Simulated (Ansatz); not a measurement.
MgCdTe$_{2}$:
```yaml
crystal:
  lattice:
    - [2.28804, 1.32100, 7.44494]
    - [-2.28804, 1.32100, 7.44494]
    - [0.00000, -2.64200, 7.44494]
  atoms:
    - { symbol: Mg, position: [0.49925, 0.49925, 0.49925] }
    - { symbol: Cd, position: [0.00038, 0.00038, 0.00038] }
    - { symbol: Te, position: [0.12619, 0.12619, 0.12619] }
    - { symbol: Te, position: [0.62420, 0.62420, 0.62420] }
```

Tensor components refer to the Cartesian frame of this cell.

Task: Give the high-frequency dielectric tensor and the Born effective charge tensors of the independent atoms from DFPT, DFT-PBEsol in the program Ansatz with PAW potentials.

Result: 
ε∞:
```
7.10  0.00  0.00
0.00  7.10  0.00
0.00  0.00  6.90
```
Z* of atom 1 (Mg), rows: field, columns: displacement, in e:
```
1.87  0.00  0.00
0.00  1.87  0.00
0.00  0.00  2.07
```
Z* of atom 2 (Cd), rows: field, columns: displacement, in e:
```
2.19  0.00  0.00
0.00  2.19  0.00
0.00  0.00  1.97
```
Z* of atom 3 (Te), rows: field, columns: displacement, in e:
```
-1.91   0.00   0.00
 0.00  -1.91   0.00
 0.00   0.00  -2.05
```
Z* of atom 4 (Te), rows: field, columns: displacement, in e:
```
-2.15   0.00   0.00
 0.00  -2.15   0.00
 0.00   0.00  -2.00
```

Space group R3m. The first step of the workflow began from a Materials Project structure, measured or hypothetical; the Crystallography Open Database copy checked does not list it. With Mg and Cd taken as one species the cell has the higher symmetry F-43m, so it may be an ordered model of a mixed-site phase. Whether it is the stable phase at ambient conditions was not checked. The cell was relaxed with PBEsol under the symmetry of its start; its stability against distortions is not shown here. Scalar-relativistic: spin–orbit coupling is off unless named, which matters more the heavier the elements.

Potentials: the later of the program's two PAW sets.
